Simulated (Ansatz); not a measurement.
## Ionic part of the dielectric constant of Sc3AlN4, mode by mode

Theory: Ansatz 0.2.0, DFT PBE, scalar-relativistic, plane waves, PAW. Plane waves to 420 eV; Γ-centred k mesh 6×6×6; fixed occupations. No spin polarisation. Phonons by linear response, acoustic sum rule imposed.

The structure is cubic, space group P-43m (No. 215). The conventional cell has a = 4.769 Å, b = 4.769 Å, c = 4.769 Å, α = 90.00°, β = 90.00°, γ = 90.00°. Sc (site symmetry -42m) has 4 N at 2.10 Å as nearest neighbours. Al (site symmetry -43m) has 4 N at 1.96 Å as nearest neighbours. N (site symmetry 3m) is surrounded by 1 Al at 1.96 Å and 3 Sc at 2.10 Å.

The cell was built by swapping an element in a database structure (itself possibly hypothetical) and relaxing; it need not be the stable form of this composition.

The primitive cell has V = 108.47 Å³ and ε∞,xx = 6.303. Each polar mode adds Δε = (4.92064×10⁷/V)·S/ν² along x, with S its oscillator strength in e²/amu, ν in cm⁻¹ and V in Å³.

Question: From these modes, find each Δε and ε0,xx.
```tsv
ν (cm⁻¹)	S_xx (e²/amu)
277.4	0.00012
411.7	0.00321
491.1	0.06964
508.9	3.367
```

Answer:
```csv
ν (cm⁻¹),Δε
277.4,0.00
411.7,0.01
491.1,0.13
508.9,5.90
```

The sum is 6.038, so ε0,xx = 12.34; the run's tensor has 12.34.

Cost: 1 run of about 2.1 core-minutes, on AMD EPYC 9R45 (Zen 5) (shared hosts).